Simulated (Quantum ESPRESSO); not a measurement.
# Computed records: Ga3Cu2MoRuPt (simulated cell), GaCu4MoPtW (simulated cell)

Computed with Quantum ESPRESSO 7.5. Calculation on a made-up metal alloy cell, not a measurement, run again with a planted mistake, found by running each candidate: no spin or spin-orbit, unrelaxed, 2900 K smearing, stress positive in tension, cell energy less the intended atoms' offsets; periodic Kohn-Sham density functional theory in plane waves with PseudoDojo standard norm-conserving scalar-relativistic pseudopotentials, each functional with its own files (v0.5 for PBE, v0.4.1 for LDA and PBEsol), eight atoms on drawn sites of a strained close-packed or body-centred lattice, each displaced and held fixed; the energy is the cell's free energy, ions and the entropy term -TS included, at the stated Fermi-Dirac width, less a fixed offset for each atom's element (shifted free energy); compositions with an open d shell lost a parallel starting moment in a cheaper test run, and other magnetic orders were not tried; an error bar is the largest change of its kind in a tighter rerun, never given below 0.002 eV, 0.02 GPa or 0.003 eV/angstrom, and covers cutoff and k-mesh only, not smearing or the files.

Common to all runs: lattice type face-centred cubic; intended functional pbe; cutoff 1252 eV; fermi dirac smearing 0.25 eV; intended electrons removed 0; candidate functional pbesol; candidate misplaced along x; k mesh 6 x 6 x 3 shifted half a step off Gamma on each axis; structure shown the intended cell.

Notes on all entries: the copper pseudopotential is less sure than most, with forces differing by about three percent and pressure by about two GPa from a second method on plain copper; heavy elements are run without spin-orbit coupling, which real alloys of them have; a spin test at this wide smearing found no moment, but such smearing suppresses magnetism that the real alloy may have; another functional or element uses other pseudopotential files, so its energy jump is mostly a change of zero; lattice, volume and sites are drawn at random and may be unstable or far from any real phase; energies are for the whole cell, less offsets fitted to these runs, so they are not formation energies.

(1) Ga3Cu2MoRuPt (simulated cell)

```
CELL_PARAMETERS angstrom
-0.05130 -0.00780 -3.80140
3.89260 0.01140 0.05130
-0.02290 -7.81400 -0.01550
ATOMIC_POSITIONS crystal
Cu 0.99386 0.00487 0.99872
Ga 0.99905 0.00353 0.50204
Cu 0.00052 0.50505 0.25422
Pt 0.00548 0.49644 0.74543
Ga 0.50419 0.99316 0.25411
Ru 0.50503 0.01087 0.75144
Mo 0.49660 0.50997 0.00607
Ga 0.49825 0.49558 0.49430
```

```
healthy entropy term negative ts : -1.133 eV
healthy pressure                 : 1.83 GPa
healthy stress xx                : -3.23 GPa
healthy stress yy                : 3.79 GPa
healthy stress zz                : -6.06 GPa
healthy stress yz                : -0.05 GPa
healthy stress xz                : 2.81 GPa
healthy stress xy                : 0.43 GPa
faulty entropy term negative ts  : -1.133 eV
faulty pressure                  : -5.48 GPa
faulty stress xx                 : 4.03 GPa
faulty stress yy                 : 11.07 GPa
faulty stress zz                 : 1.33 GPa
faulty stress yz                 : -0.06 GPa
faulty stress xz                 : 2.66 GPa
faulty stress xy                 : 0.4 GPa
candidate first exchanged site   : 2
candidate second exchanged site  : 3
candidate length scale change    : -1.97 percent
candidate wrong element site     : 7
candidate wrong element          : W
candidate misplaced site         : 6
candidate misplaced by           : -0.13 Å
healthy shifted free energy      : -0.147 eV
faulty shifted free energy       : 20.739 eV
fault kind                       : wrong functional (functional pbesol)
```

Atoms:
| atoms element | atom site | atom energy offset (eV) |
| --- | --- | --- |
| Cu | 1 | -5159.25 |
| Ga | 2 | -2081.03 |
| Cu | 3 | -5159.25 |
| Pt | 4 | -3554.29 |
| Ga | 5 | -2081.03 |
| Ru | 6 | -2750.51 |
| Mo | 7 | -1911.95 |
| Ga | 8 | -2081.03 |

Healthy forces:
| site | x (eV/Å) | y (eV/Å) | z (eV/Å) |
| --- | --- | --- | --- |
| 1 | 0.056 | -0.105 | -0.153 |
| 2 | -0.171 | -0.931 | -0.021 |
| 3 | -0.053 | 0.147 | 0.037 |
| 4 | 0.497 | -0.324 | 0.008 |
| 5 | 0.257 | 1.161 | 0.056 |
| 6 | -0.493 | -0.749 | 0.209 |
| 7 | -0.241 | 1.41 | -0.071 |
| 8 | 0.148 | -0.61 | -0.065 |

Faulty forces:
| site | x (eV/Å) | y (eV/Å) | z (eV/Å) |
| --- | --- | --- | --- |
| 1 | 0.053 | -0.01 | -0.147 |
| 2 | -0.16 | -1.014 | -0.018 |
| 3 | -0.043 | 0.188 | 0.042 |
| 4 | 0.459 | -0.39 | 0.002 |
| 5 | 0.238 | 1.199 | 0.049 |
| 6 | -0.457 | -0.828 | 0.201 |
| 7 | -0.229 | 1.524 | -0.069 |
| 8 | 0.139 | -0.668 | -0.06 |

Candidate mistake: atoms exchanged, cell scaled, wrong functional, wrong element, atom misplaced

Notes: error bars of the healthy run: energy 0.002 eV, stress 0.059 GPa, force 0.011 eV/Å, from a tighter rerun of this or a related cell; largest difference from healthy 10443 error bars; largest difference from nearest other mistake 10290 error bars.

(2) GaCu4MoPtW (simulated cell)

```
CELL_PARAMETERS angstrom
0.01800 -0.01270 -3.84930
3.85100 -0.00730 -0.01800
0.01450 -7.45820 -0.02540
ATOMIC_POSITIONS crystal
Pt 0.97562 0.01955 0.98329
Cu 0.01811 0.00585 0.50661
Cu 0.99264 0.52096 0.26219
Cu 0.01086 0.51882 0.74579
Cu 0.51145 0.00619 0.23854
Ga 0.53145 0.01228 0.74712
W 0.47755 0.49466 0.01877
Mo 0.48966 0.46099 0.48970
```

```
healthy entropy term negative ts : -1.458 eV
healthy pressure                 : 6.04 GPa
healthy stress xx                : -4.34 GPa
healthy stress yy                : -7.28 GPa
healthy stress zz                : -6.51 GPa
healthy stress yz                : 0.15 GPa
healthy stress xz                : -0.54 GPa
healthy stress xy                : -0.91 GPa
faulty entropy term negative ts  : -1.008 eV
faulty pressure                  : 4.93 GPa
faulty stress xx                 : -3.24 GPa
faulty stress yy                 : -5.91 GPa
faulty stress zz                 : -5.63 GPa
faulty stress yz                 : 0.15 GPa
faulty stress xz                 : -0.43 GPa
faulty stress xy                 : -1.66 GPa
candidate first exchanged site   : 5
candidate second exchanged site  : 7
candidate length scale change    : -1.56 percent
candidate wrong element site     : 4
candidate wrong element          : Ti
candidate misplaced site         : 7
candidate misplaced by           : 0.18 Å
healthy shifted free energy      : 0.36 eV
faulty shifted free energy       : -0.655 eV
fault kind                       : atoms exchanged (first exchanged site 5, second exchanged site 7)
```

Atoms:
| atoms element | atom site | atom energy offset (eV) |
| --- | --- | --- |
| Pt | 1 | -3554.29 |
| Cu | 2 | -5159.25 |
| Cu | 3 | -5159.25 |
| Cu | 4 | -5159.25 |
| Cu | 5 | -5159.25 |
| Ga | 6 | -2081.03 |
| W | 7 | -2063.48 |
| Mo | 8 | -1911.95 |

Healthy forces:
| site | x (eV/Å) | y (eV/Å) | z (eV/Å) |
| --- | --- | --- | --- |
| 1 | -0.352 | -1.335 | -0.9 |
| 2 | -0.489 | 0.508 | 0.302 |
| 3 | -0.034 | 0.267 | 0.038 |
| 4 | -0.122 | 0.212 | 0.079 |
| 5 | -0.553 | -0.874 | 0.277 |
| 6 | -0.725 | 0.671 | 0.907 |
| 7 | 0.619 | 0.988 | -0.217 |
| 8 | 1.656 | -0.438 | -0.486 |

Faulty forces:
| site | x (eV/Å) | y (eV/Å) | z (eV/Å) |
| --- | --- | --- | --- |
| 1 | -0.422 | -1.045 | -0.978 |
| 2 | -0.615 | 0.208 | 0.503 |
| 3 | -0.275 | 0.784 | -0.263 |
| 4 | -0.169 | -0.004 | 0.085 |
| 5 | -0.196 | -1.81 | 0.61 |
| 6 | -0.491 | 0.123 | 0.808 |
| 7 | 0.619 | 1.314 | -0.032 |
| 8 | 1.549 | 0.431 | -0.732 |

Candidate mistake: atoms exchanged, cell scaled, wrong functional, wrong element, atom misplaced

Notes: error bars of the healthy run: energy 0.0047 eV, stress 0.039 GPa, force 0.0092 eV/Å, from a tighter rerun of this or a related cell; largest difference from healthy 216 error bars; largest difference from nearest other mistake 230 error bars.

(3) GaCu4MoPtW (simulated cell)

Structure as in entry 2.

```
healthy entropy term negative ts : -1.458 eV
healthy pressure                 : 6.04 GPa
healthy stress xx                : -4.34 GPa
healthy stress yy                : -7.28 GPa
healthy stress zz                : -6.51 GPa
healthy stress yz                : 0.15 GPa
healthy stress xz                : -0.54 GPa
healthy stress xy                : -0.91 GPa
faulty entropy term negative ts  : -1.459 eV
faulty pressure                  : -1.87 GPa
faulty stress xx                 : 3.61 GPa
faulty stress yy                 : 0.48 GPa
faulty stress zz                 : 1.5 GPa
faulty stress yz                 : 0.18 GPa
faulty stress xz                 : -0.46 GPa
faulty stress xy                 : -0.9 GPa
candidate first exchanged site   : 5
candidate second exchanged site  : 7
candidate length scale change    : -1.56 percent
candidate wrong element site     : 4
candidate wrong element          : Ti
candidate misplaced site         : 7
candidate misplaced by           : 0.18 Å
healthy shifted free energy      : 0.36 eV
faulty shifted free energy       : 22.131 eV
fault kind                       : wrong functional (functional pbesol)
```

Atoms:
| atoms element | atom site | atom energy offset (eV) |
| --- | --- | --- |
| Pt | 1 | -3554.29 |
| Cu | 2 | -5159.25 |
| Cu | 3 | -5159.25 |
| Cu | 4 | -5159.25 |
| Cu | 5 | -5159.25 |
| Ga | 6 | -2081.03 |
| W | 7 | -2063.48 |
| Mo | 8 | -1911.95 |

Healthy forces:
| site | x (eV/Å) | y (eV/Å) | z (eV/Å) |
| --- | --- | --- | --- |
| 1 | -0.352 | -1.335 | -0.9 |
| 2 | -0.489 | 0.508 | 0.302 |
| 3 | -0.034 | 0.267 | 0.038 |
| 4 | -0.122 | 0.212 | 0.079 |
| 5 | -0.553 | -0.874 | 0.277 |
| 6 | -0.725 | 0.671 | 0.907 |
| 7 | 0.619 | 0.988 | -0.217 |
| 8 | 1.656 | -0.438 | -0.486 |

Faulty forces:
| site | x (eV/Å) | y (eV/Å) | z (eV/Å) |
| --- | --- | --- | --- |
| 1 | -0.306 | -1.312 | -0.826 |
| 2 | -0.442 | 0.515 | 0.294 |
| 3 | -0.039 | 0.257 | 0.021 |
| 4 | -0.129 | 0.205 | 0.066 |
| 5 | -0.512 | -0.8 | 0.255 |
| 6 | -0.69 | 0.61 | 0.846 |
| 7 | 0.55 | 0.901 | -0.213 |
| 8 | 1.569 | -0.376 | -0.443 |

Candidate mistake: atoms exchanged, cell scaled, wrong functional, wrong element, atom misplaced

Notes: error bars of the healthy run: energy 0.0047 eV, stress 0.039 GPa, force 0.0092 eV/Å, from a tighter rerun of this or a related cell; largest difference from healthy 4631 error bars; largest difference from nearest other mistake 4554 error bars.

(4) GaCu4MoPtW (simulated cell)

Structure as in entry 2.

```
healthy entropy term negative ts : -1.458 eV
healthy pressure                 : 6.04 GPa
healthy stress xx                : -4.34 GPa
healthy stress yy                : -7.28 GPa
healthy stress zz                : -6.51 GPa
healthy stress yz                : 0.15 GPa
healthy stress xz                : -0.54 GPa
healthy stress xy                : -0.91 GPa
faulty entropy term negative ts  : -1.467 eV
faulty pressure                  : 6.3 GPa
faulty stress xx                 : -4.53 GPa
faulty stress yy                 : -7.86 GPa
faulty stress zz                 : -6.5 GPa
faulty stress yz                 : 0.11 GPa
faulty stress xz                 : -0.04 GPa
faulty stress xy                 : 0.09 GPa
candidate first exchanged site   : 5
candidate second exchanged site  : 7
candidate length scale change    : -1.56 percent
candidate wrong element site     : 4
candidate wrong element          : Ti
candidate misplaced site         : 7
candidate misplaced by           : 0.18 Å
healthy shifted free energy      : 0.36 eV
faulty shifted free energy       : 0.426 eV
fault kind                       : atom misplaced (misplaced site 7, misplaced along x, misplaced by 0.18 Å)
```

Atoms:
| atoms element | atom site | atom energy offset (eV) |
| --- | --- | --- |
| Pt | 1 | -3554.29 |
| Cu | 2 | -5159.25 |
| Cu | 3 | -5159.25 |
| Cu | 4 | -5159.25 |
| Cu | 5 | -5159.25 |
| Ga | 6 | -2081.03 |
| W | 7 | -2063.48 |
| Mo | 8 | -1911.95 |

Healthy forces:
| site | x (eV/Å) | y (eV/Å) | z (eV/Å) |
| --- | --- | --- | --- |
| 1 | -0.352 | -1.335 | -0.9 |
| 2 | -0.489 | 0.508 | 0.302 |
| 3 | -0.034 | 0.267 | 0.038 |
| 4 | -0.122 | 0.212 | 0.079 |
| 5 | -0.553 | -0.874 | 0.277 |
| 6 | -0.725 | 0.671 | 0.907 |
| 7 | 0.619 | 0.988 | -0.217 |
| 8 | 1.656 | -0.438 | -0.486 |

Faulty forces:
| site | x (eV/Å) | y (eV/Å) | z (eV/Å) |
| --- | --- | --- | --- |
| 1 | 0.252 | -1.339 | -0.855 |
| 2 | -0.472 | 0.521 | 0.303 |
| 3 | -0.113 | 0.264 | 0.038 |
| 4 | -0.169 | 0.211 | 0.08 |
| 5 | 0.365 | -0.973 | 0.243 |
| 6 | -0.261 | 0.711 | 0.91 |
| 7 | -1.354 | 1.078 | -0.237 |
| 8 | 1.752 | -0.473 | -0.482 |

Candidate mistake: atoms exchanged, cell scaled, wrong functional, wrong element, atom misplaced

Notes: error bars of the healthy run: energy 0.0047 eV, stress 0.039 GPa, force 0.0092 eV/Å, from a tighter rerun of this or a related cell; largest difference from healthy 214 error bars; largest difference from nearest other mistake 230 error bars.
